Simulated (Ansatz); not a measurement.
The cell is a 3-atom cell of HfO2 built on the cubic fluorite structure (relaxed group Fm-3m); cell and atoms were relaxed with r2SCAN. Space group Fm-3m (No. 225), cubic; a = 5.058 Å in the conventional setting, 10.79 Å³ an atom. Hf has 8 O at 2.19 Å; O has 4 Hf at 2.19 Å.

```cif
data_structure
_symmetry_space_group_name_H-M 'P 1'
_symmetry_Int_Tables_number 1
_cell_length_a 3.5768
_cell_length_b 3.5768
_cell_length_c 3.5768
_cell_angle_alpha 60.000
_cell_angle_beta 60.000
_cell_angle_gamma 60.000
_cell_volume 32.36
loop_
_atom_site_label
_atom_site_type_symbol
_atom_site_fract_x
_atom_site_fract_y
_atom_site_fract_z
_atom_site_occupancy
Hf1 Hf 0.00000 0.00000 0.00000 1
O1 O 0.75000 0.75000 0.75000 1
O2 O 0.25000 0.25000 0.25000 1
```

3 runs of the PAW code Ansatz on this cell differ in the functional (and in the settings that go with it). Levels are in eV from each run's valence top; v1 is the last filled band, c1 the first empty one.

Run A, mean stress -0.2 GPa (compression positive):
```
point     v5     v3     v1    c1    c2    c3
    Γ  -5.88  -0.68  -0.68  6.32  6.32  8.15
    X  -3.82  -1.71   0.00  6.16  8.18  9.22
    U  -4.41  -2.47  -0.37  6.73  8.07  9.52
    L  -4.72  -2.98  -2.03  7.12  7.12  9.63
    W  -5.50  -2.84  -0.23  7.27  7.77  9.67
```

Run B, mean stress 0.0 GPa (compression positive):
```
point     v5     v3     v1    c1    c2    c3
    Γ  -5.53  -0.65  -0.65  4.42  4.42  6.47
    X  -3.59  -1.62   0.00  4.30  6.05  7.25
    U  -4.14  -2.33  -0.35  4.81  5.97  7.53
    L  -4.45  -2.81  -1.90  5.12  5.12  7.58
    W  -5.21  -2.67  -0.22  5.30  5.71  7.69
```

Run C, mean stress +6.0 GPa (compression positive):
```
point     v5     v3     v1    c1    c2    c3
    Γ  -5.44  -0.62  -0.62  3.90  3.90  5.84
    X  -3.49  -1.60   0.00  3.80  5.54  6.70
    U  -4.07  -2.30  -0.34  4.34  5.47  6.98
    L  -4.40  -2.74  -1.85  4.63  4.63  7.06
    W  -5.14  -2.61  -0.21  4.84  5.19  7.14
```

Question: Match the runs to PBE, r2SCAN, PBE0.

Answer: A is PBE0, B is r2SCAN, C is PBE. In order of the gap: PBE 3.80, r2SCAN 4.30, PBE0 6.16 eV.

Values at 0 K without nuclear motion; spin polarisation is off, and the phase may be a hypothetical one.

Spin-orbit coupling is left out, which matters wherever the heavy atoms make up the band edges.

The program warns that its thresholds are loose for a hybrid's stress.

The meshes of the hybrids are coarse, so their gaps aren't converged to the digits shown.
